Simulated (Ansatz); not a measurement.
# Surface calculation: hcp Hf (10-10), 4 layers

The slab is cut from the hcp crystal, the stable phase, as relaxed on PAW files (21.60 Å³/atom), with 16 Å of vacuum and a dipole correction:

```
Hf
1.0
     3.15892    0.00000    0.00000
     0.00000    4.99859    0.00000
     0.00000    0.00000   19.64760
Hf
4
Direct
  0.00000 0.75000 0.40717
  0.50000 0.25000 0.45359
  0.50000 0.75000 0.54641
  0.00000 0.25000 0.59283
```

Level of theory: DFT with PBEsol, scalar-relativistic, in Ansatz 0.2.0; a Γ-centred 10×7×1 k mesh, Fermi–Dirac smearing of 0.05 eV, no spin polarisation. LAPW: all electrons, basis error target 1 meV/atom; PAW: frozen-core files, cutoff 420 eV.

The bulk energy comes from a cell in the slab's orientation on a 10×7×6 mesh. The surface energy is (E(slab) − N·E(bulk))/2A at zero smearing, the mean of both faces; thin slabs carry quantum-size effects.

Spin–orbit coupling is left out, which matters for the heavy atoms. The PAW files were made under PBE.

Question: As cut, the LAPW slab lies 4.183 eV above 4 atoms of bulk. What surface energy is that?

Answer: Over two faces of 15.79 Å² it is 132.5 meV/Å², and times 16.02 J/m² per eV/Å² that gives γ = 2.122 J/m².

```tsv
method	γ as cut (J/m²)	γ relaxed (J/m²)	Φ as cut (eV)	Φ relaxed (eV)
LAPW	2.122	2.048	3.91	4.08
PAW	2.123	2.048	3.91	4.08
```

Question: How do the spacings between the planes relax?

Answer: From the bottom face up: d12 -9.7 % of 0.912 Å, d23 -7.1 % of 1.824 Å, d34 -9.7 % of 0.912 Å.

Question: What changes if the images along the normal are cut off in place of the dipole correction?

Answer: LAPW then gives: no gap, work function 4.08 eV; PAW: no gap, work function 4.08 eV.

Question: A field of 0.2 V/Å is applied along the normal, atoms held. What follows?

Answer: LAPW finds an induced dipole of 0.1312 e·Å a cell (PAW 0.1311), that is 7.51 Å for 4πα over the area, against 3.33 Å between the outer atoms.

Question: A 4f core hole is made on one atom of each kind in every 1×1 cell (PAW hole dataset, neutral cell, valence without spin). What does it cost by layer?

Answer: layer 1 15.56 eV, layer 2 15.13 eV. Shifts between layers mean more than the absolute values, and a whole layer of holes screens otherwise than one hole.

Question: In the relaxed 1×1 cell, replace the outer, then the middle Hf by Ta, which changes a whole layer. What shift does this Z+1 picture give?

Answer: E(outer) − E(middle) = +0.47 eV by LAPW and +0.48 eV by PAW; a positive value puts the surface line at higher binding energy.
